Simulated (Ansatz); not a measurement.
BaBrCl:
```xyz
12
Lattice="8.2110 0.0000 0.0000 0.0000 4.8387 0.0000 0.0000 0.0000 9.5431" Properties=species:S:1:pos:R:3 pbc="T T T"
Ba     2.1716     1.2097     1.1597
Ba     6.0393     3.6290     8.3834
Ba     1.9339     3.6290     5.9313
Ba     6.2771     1.2097     3.6119
Br     0.2389     1.2097     7.9069
Br     7.9721     3.6290     1.6362
Br     3.8666     3.6290     3.1353
Br     4.3443     1.2097     6.4078
Cl     1.1763     1.2097     4.1274
Cl     7.0347     3.6290     5.4157
Cl     2.9292     3.6290     8.8989
Cl     5.2817     1.2097     0.6442
```

Relaxed with r²SCAN.

**Question.** Map the valence electron density (e/Å³), cut off at 0.9 on the plane through (0.264, 0.250, 0.122) spanned by u = [1, 0, 0] and v = [0, 0, 1] in lattice vectors, from the program Ansatz at the r²SCAN level (PAW).

**Answer.** x is the fraction of u, y of v (the angle between them is 90°; rows are the nearest grid lines); atoms in the plane: Ba at (0.00, 0.00), Ba at (0.50, 0.26), Br at (0.76, 0.71), Br at (0.26, 0.55), Cl at (0.88, 0.31), Cl at (0.38, 0.95).
```
|1499973111369999999710000000000013799941|
|9999952112599970299921000000000012599999|
|9999631112499994899921000000000001369999|
|4332100001247999998510000000000101112334|
|0000000000011233322100000122344432110000|
|0000000000000000000000012479999997421000|
|0000000000000000000000013699999999631000|
|0000000011111100000000124799611599842100|
|0000012346776532100000012589999999531000|
|0000135999999996310000001123566543210000|
|0001237999448997421000000011222221100000|
|0001237998448998421000000000000000000000|
|0000123689999964210000000000000000000000|
|1000001123333221100000000000001233443211|
|1100000011111111111111100000012469997531|
|4210000000000012369999631101247999999994|
|5210000000000125999999995211259998049995|
|3100000000000137999449997311135999999963|
|2100000000000126999889996311113579998632|
|1000000000000012589999852100000112222111|
|4332100000000001112322110000000000112334|
|9999631000011222222100000000000001369999|
|9999952100123456653200000000000002599999|
|1499973111369999999710000000000013799941|
```
Scale: ten equal steps from 0.000 (start of '0') to 0.900 (end of '9'), in the order '0123456789'; x runs from 0.000 to 1.00, y from 0.000 (bottom) to 1.00 (top).

The density is the valence pseudo-density with augmentation charge, so density and ELF within about 1 Å of a nucleus are not all-electron values.

Space group Pnma. The workflow started from a Materials Project entry (that database holds measured and hypothetical structures alike); the Crystallography Open Database copy checked does not list it. Its standing as an ambient phase is unchecked. The cell was relaxed with r²SCAN under the symmetry of its start; its stability against distortions is not shown here. Scalar-relativistic: spin–orbit coupling is off unless named, which matters more the heavier the elements.

Potentials: the later of the program's two PAW sets.
